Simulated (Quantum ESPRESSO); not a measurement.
pw.x input (Quantum ESPRESSO 7.5; PBEsol, PseudoDojo standard norm-conserving files, scalar-relativistic):

```
&CONTROL
  calculation = 'scf'
  pseudo_dir = './pseudo'
  outdir = './out'
  tprnfor = .true.
  tstress = .true.
/
&SYSTEM
  ibrav = 0
  nat = 8
  ntyp = 3
  ecutwfc = 102.0
  ecutrho = 408.0
  occupations = 'smearing'
  smearing = 'fd'
  degauss = 0.002
  nbnd = 56
/
&ELECTRONS
  conv_thr = 8e-10
/
ATOMIC_SPECIES
O 15.9990 O.upf
Ca 40.0780 Ca.upf
Cd 112.4140 Cd.upf
CELL_PARAMETERS angstrom
  3.333650000000  -4.733890000000   0.000000000000
  3.333650000000   4.733890000000   0.000000000000
  0.000000000000   0.000000000000   3.370480000000
ATOMIC_POSITIONS crystal
O   0.249440000000   0.750560000000   0.000000000000
O   0.750560000000   0.249440000000   0.000000000000
O   0.748530000000   0.748530000000   0.500000000000
O   0.251470000000   0.251470000000   0.500000000000
Ca   0.500000000000   0.500000000000   0.000000000000
Cd   0.000000000000   0.500000000000   0.500000000000
Cd   0.500000000000  -0.000000000000   0.500000000000
Cd   0.000000000000   0.000000000000   0.000000000000
K_POINTS automatic
6 6 8 0 0 0
```

End of the output:

```

[...]
     the Fermi energy is    11.4327 ev
!    total energy              =   -1260.68259957 Ry
     estimated scf accuracy    <          8.0E-12 Ry
     smearing contrib. (-TS)   =      -0.00000931 Ry
     internal energy E=F+TS    =   -1260.68259026 Ry
     The total energy is F=E-TS. E is the sum of the following terms:
     one-electron contribution =    -586.78745295 Ry
     hartree contribution      =     337.71907277 Ry
     xc contribution           =    -192.08215460 Ry
     ewald contribution        =    -819.53205548 Ry
     convergence has been achieved in  13 iterations
     Forces acting on atoms (cartesian axes, Ry/au):
     atom    1 type  1   force =     0.00000000    0.00061000    0.00000000
     atom    2 type  1   force =     0.00000000   -0.00061000    0.00000000
     atom    3 type  1   force =    -0.00065322    0.00000000   -0.00000000
     atom    4 type  1   force =     0.00065322   -0.00000000   -0.00000000
     atom    5 type  2   force =     0.00000000    0.00000000    0.00000000
     atom    6 type  3   force =     0.00000000    0.00000000    0.00000000
     atom    7 type  3   force =     0.00000000    0.00000000    0.00000000
     atom    8 type  3   force =     0.00000000    0.00000000    0.00000000
     Total force =     0.001264     Total SCF correction =     0.000001
     Computing stress (Cartesian axis) and pressure
          total   stress  (Ry/bohr**3)                   (kbar)     P=      -28.66
  -0.00019662  -0.00000000   0.00000000          -28.92       -0.00        0.00
   0.00000000  -0.00019726   0.00000000            0.00      -29.02        0.00
   0.00000000   0.00000000  -0.00019065            0.00        0.00      -28.05
```
In a gapped system the printed Fermi energy is only some level inside the gap.

Spin-orbit coupling is not included.

Geometry of the Materials Project entry, not relaxed at this level.
